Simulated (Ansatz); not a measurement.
Data:

GaSb in space group I-4m2 (No. 119; Ga on 2d, Sb on 2a), a = b = 5.437 Å, c = 3.091 Å, α = β = γ = 90.00°; the cell used has 2 atoms.

This is the PBEsol-relaxed structure.

**Question.** All from plane-wave PAW PBEsol (Ansatz code), unless another level is named. Give the highest zone-centre frequency.

**Answer.** 150 cm^-1.

**Question.** Predict the bulk modulus (Birch–Murnaghan fit).

**Answer.** 61.0 GPa.

The first step of the workflow began from a Materials Project structure, measured or hypothetical; the Crystallography Open Database copy checked does not list it. It is not the phase usual at ambient conditions (space group No. 216). Symmetry was held in the PBEsol relaxation; whether a distortion lowers the energy is not shown. As this level gives no gap, phonon frequencies hold no LO–TO term and depend on the k-mesh and smearing (Fermi–Dirac, 0.1 eV here). Scalar-relativistic: spin–orbit coupling is off unless named, which matters more the heavier the elements.

Potentials: the later of the program's two PAW sets.
